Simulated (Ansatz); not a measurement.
# Rb$_{3}$GaBr$_{6}$: energy from the work of forces and stress

```yaml
crystal:
  lattice:
    - [0.00000, 5.81195, 5.81195]
    - [5.81195, 0.00000, 5.81195]
    - [5.81195, 5.81195, 0.00000]
  atoms:
    - { symbol: Rb, position: [0.75000, 0.75000, 0.75000] }
    - { symbol: Rb, position: [0.25000, 0.25000, 0.25000] }
    - { symbol: Rb, position: [0.50000, 0.50000, 0.50000] }
    - { symbol: Ga, position: [0.00000, 0.00000, 0.00000] }
    - { symbol: Br, position: [0.77899, 0.22101, 0.22101] }
    - { symbol: Br, position: [0.22101, 0.22101, 0.77899] }
    - { symbol: Br, position: [0.22101, 0.77899, 0.77899] }
    - { symbol: Br, position: [0.22101, 0.77899, 0.22101] }
    - { symbol: Br, position: [0.77899, 0.22101, 0.77899] }
    - { symbol: Br, position: [0.77899, 0.77899, 0.22101] }
```

Method: DFT PBEsol, scalar-relativistic, plane waves, PAW in Ansatz 0.2.0.

Cutoff 420 eV; k points 4×4×4 on the computed 10-atom cell (Γ-centred); Gaussian smearing, width 0.02 eV; no spin polarisation.

At the start the stress (GPa, compression positive, xx yy zz yz xz xy) is -1.16 -1.16 -1.16 0.00 0.00 0.00 and the forces (eV/Å) are Rb1 (0.00, 0.00, 0.00); Rb2 (0.00, 0.00, 0.00); Rb3 (0.00, 0.00, 0.00); Ga4 (0.00, 0.00, 0.00); Br5 (-0.18, 0.00, 0.00); Br6 (0.00, 0.00, -0.18); Br7 (0.18, 0.00, 0.00); Br8 (0.00, -0.18, 0.00); Br9 (0.00, 0.18, 0.00); Br10 (0.00, 0.00, 0.18). Each variant moves atoms by u and then strains the cell by ε, so an atom ends at (r + u)(1 + ε); shears are tensor components, each standing twice in ε. The starting volume is 392.64 Å³.

Variant 1: strain (xx yy zz yz xz xy, %) -3.80 0.40 1.00 -0.11 -0.48 0.59, moves (Å) Rb1 (-0.087, 0.119, -0.123); Rb2 (-0.120, 0.060, -0.056); Rb3 (0.088, -0.131, 0.084); Ga4 (-0.065, 0.116, -0.106); Br5 (0.024, 0.007, -0.023); Br6 (0.030, -0.117, -0.026); Br7 (-0.089, 0.037, 0.095); Br8 (-0.030, -0.028, -0.005); Br9 (0.049, 0.036, 0.121); Br10 (0.200, -0.100, 0.039). There the stress is 0.15 -0.67 -0.85 0.26 0.36 0.11 GPa and the forces (eV/Å) are Rb1 (-0.05, 0.01, -0.05); Rb2 (0.03, 0.01, 0.02); Rb3 (-0.58, 0.34, -0.24); Ga4 (0.38, -0.88, 0.72); Br5 (0.03, 0.07, 0.15); Br6 (0.02, 0.26, 0.05); Br7 (0.69, 0.06, -0.23); Br8 (-0.08, 0.14, -0.03); Br9 (-0.10, -0.06, -0.22); Br10 (-0.35, 0.05, -0.18).

Variant 2: strain (xx yy zz yz xz xy, %) 3.15 3.15 3.15 0.00 0.00 0.00, moves (Å) Br5 (-0.129, 0.000, 0.000); Br6 (0.000, 0.000, -0.129); Br7 (0.129, 0.000, 0.000); Br8 (0.000, -0.129, 0.000); Br9 (0.000, 0.129, 0.000); Br10 (0.000, 0.000, 0.129). There the stress is -0.95 -0.95 -0.95 0.00 0.00 0.00 GPa and the forces (eV/Å) are Rb1 (0.00, 0.00, 0.00); Rb2 (0.00, 0.00, 0.00); Rb3 (0.00, 0.00, 0.00); Ga4 (0.00, 0.00, 0.00); Br5 (0.45, 0.00, 0.00); Br6 (0.00, 0.00, 0.45); Br7 (-0.45, 0.00, 0.00); Br8 (0.00, 0.45, 0.00); Br9 (0.00, -0.45, 0.00); Br10 (0.00, 0.00, -0.45).

Variant 3: strain (xx yy zz yz xz xy, %) 4.13 4.13 4.13 0.00 0.00 0.00, moves (Å) Br5 (-0.129, 0.000, 0.000); Br6 (0.000, 0.000, -0.129); Br7 (0.129, 0.000, 0.000); Br8 (0.000, -0.129, 0.000); Br9 (0.000, 0.129, 0.000); Br10 (0.000, 0.000, 0.129). There the stress is -1.32 -1.32 -1.32 0.00 0.00 0.00 GPa and the forces (eV/Å) are Rb1 (0.00, 0.00, 0.00); Rb2 (0.00, 0.00, 0.00); Rb3 (0.00, 0.00, 0.00); Ga4 (0.00, 0.00, 0.00); Br5 (0.28, 0.00, 0.00); Br6 (0.00, 0.00, 0.28); Br7 (-0.28, 0.00, 0.00); Br8 (0.00, 0.28, 0.00); Br9 (0.00, -0.28, 0.00); Br10 (0.00, 0.00, -0.28).

Variant 4: strain (xx yy zz yz xz xy, %) -3.99 -3.99 -3.99 0.00 0.00 0.00, moves (Å) Br5 (0.129, 0.000, 0.000); Br6 (0.000, 0.000, 0.129); Br7 (-0.129, 0.000, 0.000); Br8 (0.000, 0.129, 0.000); Br9 (0.000, -0.129, 0.000); Br10 (0.000, 0.000, -0.129). There the stress is 0.07 0.07 0.07 0.00 0.00 0.00 GPa and the forces (eV/Å) are Rb1 (0.00, 0.00, 0.00); Rb2 (0.00, 0.00, 0.00); Rb3 (0.00, 0.00, 0.00); Ga4 (0.00, 0.00, 0.00); Br5 (-0.87, 0.00, 0.00); Br6 (0.00, 0.00, -0.87); Br7 (0.87, 0.00, 0.00); Br8 (0.00, -0.87, 0.00); Br9 (0.00, 0.87, 0.00); Br10 (0.00, 0.00, 0.87).

**Question.** Estimate each change of free energy from forces and stresses by the trapezoid rule along the path (r + tu)(1 + tε), t from 0 to 1, and compare with the computed change.

**Answer.** The derivative of the energy along the path is −F·u(1 + tε) for the atoms and −V σ(1 + tε)⁻¹ : ε for the cell, with F, σ and V taken at t (σ positive in compression; 1 eV/Å³ = 160.2 GPa). Averaging t = 0 and t = 1 gives, in meV per atom:
```csv
variant,work on atoms,work on cell,sum,computed
1,26.6,-1.0,25.6,24.3
2,11.1,25.2,36.2,37.5
3,4.5,39.4,43.9,46.3
4,39.1,-16.2,22.9,17.9
```

The rule is exact for a quadratic energy surface and overshoots a term ct³ by c/2, so the difference between the last two columns measures the net anharmonic part along the path (terms of opposite sign can cancel, and the finite basis adds a little): 3 to 28 % here.

Cost: 5 runs of about 1.5 core-minutes in all, on Arm Neoverse V2 (shared hosts).